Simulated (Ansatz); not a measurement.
Cu (fcc (Cu type)), relaxed and computed with several functionals in Ansatz (plane waves, PAW).

```csv
functional,a (Å),B₀ by P(V) fit (GPa),K_Hill (GPa),G_Hill (GPa),Θ_D (K)
PBE+D3(BJ),3.563,166,167,62.9,386
r²SCAN,3.577,163,163,58.0,372
PBEsol,(withheld),(withheld),(withheld),(withheld),(withheld)
r²SCAN+D4,3.560,171,171,60.9,380
PBE,3.629,141,142,51.2,352
LDA,3.518,189,189,64.1,388
```

### Question
What belongs in the gaps?

### Answer

- PBEsol, a (Å): 3.564
- PBEsol, B₀ by P(V) fit (GPa): 168
- PBEsol, K_Hill (GPa): 168
- PBEsol, G_Hill (GPa): 60.3
- PBEsol, Θ_D (K): 379

All cells were relaxed under the symmetry of their starts (and spin orders); stability against distortions was not tested throughout. Rows with no word on spin ran without spin polarisation.

Potentials: the later of the program's two PAW sets.

Ansatz (a program for electronic structure) is a plane-wave DFT program.
